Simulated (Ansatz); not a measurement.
# ZnGaNO: computed property card

ZnGaNO:
```xyz
16
Lattice="5.6010 0.0000 0.0000 0.0000 6.4318 0.0000 0.0000 0.0000 5.1870" Properties=species:S:1:pos:R:3 pbc="T T T"
Zn     0.4289     3.9554     0.0485
Zn     5.1721     2.4763     2.6420
Zn     3.2294     5.6922     0.0485
Zn     2.3716     0.7396     2.6420
Ga     0.4567     0.8632     5.1607
Ga     5.1443     5.5685     2.5672
Ga     3.2572     2.3526     5.1607
Ga     2.3438     4.0791     2.5672
O      0.3941     0.7323     1.9046
O      5.2069     5.6995     4.4981
O      3.1946     2.4836     1.9046
O      2.4064     3.9481     4.4981
N      0.5497     4.0713     2.0153
N      5.0513     2.3605     4.6088
N      3.3502     5.5763     2.0153
N      2.2508     0.8554     4.6088
```

Space group Pna2_1 (No. 33); conventional cell a = 5.601 Å, b = 6.432 Å, c = 5.187 Å, α = β = γ = 90.00°.

Method: the program Ansatz at the r²SCAN level (PAW). The cell and atoms are relaxed at this level. Other levels are named where they apply.

### Cell and energy

```json
{
 "volume_per_atom": "11.68 Å³",
 "density": "5.87 g/cm³",
 "Formation energy from the elements (no fitted shifts)": "-1.09 eV/atom"
}
```

### Electronic structure

```json
{
  "band_gap": "1.69 eV (smallest direct gap 1.70 eV)",
  "valence_band_maximum": "on the Γ–X line, 65 % of the way from Γ (k = 0.323, 0.000, 0.000 in fractions of the reciprocal vectors)",
  "conduction_band_minimum": "at Γ",
  "electron_effective_mass": "0.17, 0.18, 0.19 mₑ (principal values)",
  "hole_effective_mass": "0.91, 1.6, 6.3 mₑ (principal values)"
}
```

### Mechanics

```json
{
  "Bulk modulus (Birch–Murnaghan fit)": "163 GPa",
  "Pressure derivative B′": "4.4"
}
```

### Charges

```json
{
  "bader_charges": "Zn +1.18, Ga +1.76, O -1.33, N -1.61 e"
}
```

The start of the workflow was typed in or built on a structure type; neither database checked (COD, Materials Project) lists it. Its standing as an ambient phase is unchecked. The r²SCAN relaxation kept the symmetry of its start; its stability against distortions is not shown here. The references are the lowest solids computed at this level, not always the standard phases (solids in place of the gases). Spin–orbit coupling is left out wherever it is not named.

Potentials: the earlier of the program's two PAW sets.
